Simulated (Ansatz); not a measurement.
A distorted cell of HgTe (zinc blende):

```
CELL_PARAMETERS angstrom
      0.00000     6.65066     6.65066
      3.32533     0.00000     3.32533
      3.32533     3.32533     0.00000
ATOMIC_POSITIONS crystal
  Te 0.37500 0.75000 0.75000
  Te 0.89680 0.79360 0.70640
  Hg 0.00000 0.00000 0.00000
  Hg 0.50000 0.00000 0.00000
```

Method: PBE (plane waves to 420 eV, PAW, scalar-relativistic; Ansatz, a quantum-chemistry and plane-wave program). k mesh 5×10×10 (Γ-centred), Fermi-Dirac smearing 0.05 eV. E stands for the smeared free energy. Stress and pressure are positive under compression. With partly filled bands, energies and forces of such displacements shift with the k mesh and the smearing. At this level the bands of HgTe touch or barely overlap. HgTe was relaxed with its symmetry unable to fall. Spin-orbit coupling is left out, though Hg and Te are heavy. The relaxed volume of HgTe is well above the measured one; the method has no dispersion term.

**Question.** Predict the force on every atom, in eV/Å.

**Answer.** 
```csv
atom,Fx,Fy,Fz
Te1,-0.151,0.151,0.327
Te2,0.131,-0.131,-1.058
Hg3,0.140,-0.140,0.624
Hg4,-0.120,0.120,0.108
```

**Question.** Give the stress tensor in GPa and the pressure.

**Answer.** 
```
    0.8      1.2      0.0
    1.2      0.8      0.0
    0.0      0.0      0.3
```
The pressure, a third of the trace, is 0.6 GPa.

**Question.** In it atom 2 sits (0.000, 0.000, 0.290) Å away from its relaxed site. What is its energy relative to the relaxed cell?

**Answer.** 156 meV/cell.

(A displaced cell: forces are minus the slopes of the energy, force constants its curvatures, and phonons follow from these.)
